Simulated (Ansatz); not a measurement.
Pt: from a starting cell to a relaxed one

The start is a relaxed Pt cell, doubled along one cell vector, shaken by Gaussian noise of σ = 0.08 Å a coordinate. The structure is fully relaxed (lattice and positions, P = 0) with r2SCAN (plane waves to 500 eV, PAW, scalar-relativistic; Ansatz, an electronic-structure program). The first steps use a coarse 12×12×6 k-mesh.

Input geometry:
```yaml
crystal:
  lattice:
    - [2.60354, 0.00000, 0.00000]
    - [0.00000, 2.60354, 0.00000]
    - [0.00000, 0.00000, 5.20707]
  atoms:
    - { symbol: Pt, position: [0.96583, 0.98520, 0.02790] }
    - { symbol: Pt, position: [0.99570, 0.00442, 0.46922] }
```

### Question
How much energy is released per atom?

### Answer
0.32 eV/atom.

### Question
How do the shortest distances between atoms change?

### Answer
The closest pairs of elements (up to four, under 3.6 Å), start → end: Pt–Pt 2.30 → 2.60 Å.

### Question
What band gap does the relaxed structure have at this level?

### Answer
Zero (metallic).

The end point of the relaxation:

```cif
data_Pt
_chemical_formula_sum 'Pt1'
_space_group_name_H-M_alt 'Pm-3m'
_space_group_IT_number 221
_space_group_name_Hall '-P 4 2 3'
_cell_length_a 2.60354
_cell_length_b 2.60354
_cell_length_c 2.60354
_cell_angle_alpha 90.000
_cell_angle_beta 90.000
_cell_angle_gamma 90.000
loop_
_atom_site_label
_atom_site_type_symbol
_atom_site_symmetry_multiplicity
_atom_site_Wyckoff_symbol
_atom_site_fract_x
_atom_site_fract_y
_atom_site_fract_z
_atom_site_occupancy
Pt1 Pt 1 b 0.50000 0.50000 0.50000 1
```

Final values are on a 18×18×18 k-mesh of the relaxed cell. No spin polarisation in the result.

The run could not lose the symmetry of its start: the end is stationary, and may be a saddle point rather than a minimum.

The relaxed structure here is a generated cell of Pt: the first start was made by placing the elements on the sites of a structure type, and the end was not matched to a known phase here, so it may be hypothetical. Known forms of Pt include space group No. 225.
